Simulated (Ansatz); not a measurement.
# Cd₂SeS, first-principles data

Cd₂SeS:
```
CELL_PARAMETERS angstrom
      4.24928     0.00000     0.00000
     -2.12464     3.67998     0.00000
      0.00000     0.00000     6.92893
ATOMIC_POSITIONS crystal
  Cd 0.00000 0.00000 0.48934
  Cd 0.33333 0.66667 0.01054
  Se 0.33333 0.66667 0.62645
  S  0.00000 0.00000 0.12167
```

Space group P3m1 (No. 156); conventional cell a = b = 4.2493 Å, c = 6.9289 Å, α = β = 90.00°, γ = 120.00°.

Method: r²SCAN in the plane-wave PAW code Ansatz. Geometry: relaxed at this level of theory. Other levels are named where they apply.

**Cell and energy**

```
Item                                                           Value
-----------------------------------------------------  -------------
Volume per atom                                             27.09 Å³
Density                                                   5.15 g/cm³
Formation energy from the elements (no fitted shifts)  -0.78 eV/atom
```

**Electronic structure**

```
Quantity                                                                           Value
------------------------------------------------  --------------------------------------
Band gap                                                                1.22 eV (direct)
Valence-band maximum                                                                at Γ
Conduction-band minimum                                                             at Γ
Electron effective mass                           0.12, 0.13, 0.13 mₑ (principal values)
Electron effective mass with spin–orbit coupling  0.12, 0.13, 0.13 mₑ (principal values)
Hole effective mass, band 1 of 2 at the edge               1.4 along x, 2.0 along z (mₑ)
Hole effective mass, band 2 of 2 at the edge              0.12 along x, 2.0 along z (mₑ)
Hole effective mass with spin–orbit coupling       0.21, 0.21, 2.2 mₑ (principal values)
HSE06 gap on the r²SCAN cell                                                     1.70 eV
Gap with spin–orbit coupling                                                     1.12 eV
```

**Mechanics**

```
Item                                   Value
----------------------------------  --------
Bulk modulus (Birch–Murnaghan fit)  55.3 GPa
Pressure derivative B′                   4.5
```

**Charges**

```
Property                                        Value
-------------  --------------------------------------
Bader charges  Cd +0.84 to +0.93, Se -0.83, S -0.94 e
```

The workflow started from a Materials Project entry (that database holds measured and hypothetical structures alike); the Crystallography Open Database copy checked does not list it. Whether it is the stable phase at ambient conditions was not checked. Symmetry was held in the r²SCAN relaxation; whether a distortion lowers the energy is not shown. The references are the lowest solids computed at this level, not always the standard phases. Scalar-relativistic: spin–orbit coupling is off unless named, which matters more the heavier the elements.

Potentials: the later of the program's two PAW sets.
